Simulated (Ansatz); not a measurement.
WSe2:
```xyz
6
Lattice="3.2500 0.0000 0.0000 -1.6250 2.8146 0.0000 0.0000 0.0000 12.8190" Properties=species:S:1:pos:R:3 pbc="T T T"
W      1.6250     0.9382     9.6142
W      0.0000     1.8764     3.2047
Se     0.0000     1.8764    11.2809
Se     1.6250     0.9382     1.5381
Se     1.6250     0.9382     4.8714
Se     0.0000     1.8764     7.9476
```

Relaxed with LDA. Special points in fractions of this cell's reciprocal vectors: Γ (0.000, 0.000, 0.000); M (0.500, 0.000, 0.000); K (0.333, 0.333, 0.000); A (0.000, 0.000, 0.500); L (0.500, 0.000, 0.500); H (0.333, 0.333, 0.500).

Q: List the band energies nearest the valence-band maximum at these points for plane-wave PAW LDA (Ansatz code).

A: In eV from the valence-band maximum; about four levels below and three above (degenerate sets whole), none deeper than 8.9 eV; points with the same levels are listed once.

| k | below | above |
|---|---|---|
| Γ | -1.49 -1.49 -1.26 -1.01 0.00 | 2.73 2.73 2.79 2.79 |
| M | -1.47 -1.32 -1.31 -1.03 | 2.22 2.26 2.31 |
| K | -2.58 -2.58 -0.51 -0.22 | 1.40 1.40 1.75 |
| A | -1.52 -1.52 -1.52 -1.52 -0.22 -0.22 | 2.74 2.74 2.74 2.74 |
| L | -1.37 -1.37 -1.17 -1.17 | 2.23 2.23 2.57 2.57 |
| H | -2.79 -2.79 -0.39 -0.39 | 1.40 1.40 2.36 2.36 |

Space group P6_3/mmc. The LDA relaxation kept the symmetry of its start; phonons on a q-mesh show no instability. The run is not spin-polarised. A crystal of weakly bound layers computed without a dispersion correction: the cell and the soft elastic constants depend strongly on that. Scalar-relativistic: spin–orbit coupling is off unless named, which matters more the heavier the elements.

Potentials: the earlier of the program's two PAW sets.
